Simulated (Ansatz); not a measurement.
GaP:
```yaml
crystal:
  lattice:
    - [3.79883, 0.00000, 0.00000]
    - [-1.89941, 3.28988, 0.00000]
    - [0.00000, 0.00000, 6.26574]
  atoms:
    - { symbol: Ga, position: [0.66667, 0.33333, 0.50013] }
    - { symbol: Ga, position: [0.33333, 0.66667, 0.00013] }
    - { symbol: P, position: [0.66667, 0.33333, 0.87387] }
    - { symbol: P, position: [0.33333, 0.66667, 0.37387] }
```

Relaxed with LDA. Special points in fractions of this cell's reciprocal vectors: Γ (0.000, 0.000, 0.000); M (0.500, 0.000, 0.000); K (0.333, 0.333, 0.000); A (0.000, 0.000, 0.500); L (0.500, 0.000, 0.500); H (0.333, 0.333, 0.500).

Task: List the band energies nearest the valence-band maximum at these points for LDA in the plane-wave PAW code Ansatz.

Result: In eV from the valence-band maximum; about four levels below and three above (degenerate sets whole), none deeper than 8.9 eV; points with the same levels are listed once.

| k | below | above |
|---|---|---|
| Γ | -1.31 -1.31 -0.20 0.00 0.00 | 1.29 1.89 3.52 3.52 |
| M | -4.43 -2.90 -2.65 -1.28 | 1.33 2.82 3.66 |
| K | -4.96 -3.31 -3.31 -3.05 | 1.95 5.04 5.04 |
| A | -0.75 -0.75 -0.75 -0.75 | 2.08 2.08 4.32 4.32 4.32 4.32 |
| L | -2.30 -2.30 -2.23 -2.23 | 1.54 1.54 2.87 2.87 |
| H | -4.20 -4.20 -1.84 -1.84 | 2.37 2.37 4.64 4.64 |

Space group P6_3mc (wurtzite). The workflow started from a Materials Project entry (that database holds measured and hypothetical structures alike); the Crystallography Open Database copy checked does not list it. It is not the phase usual at ambient conditions (space group No. 216). Symmetry was held in the LDA relaxation; whether a distortion lowers the energy is not shown. Spin–orbit coupling is left out wherever it is not named.

Potentials: the later of the program's two PAW sets.
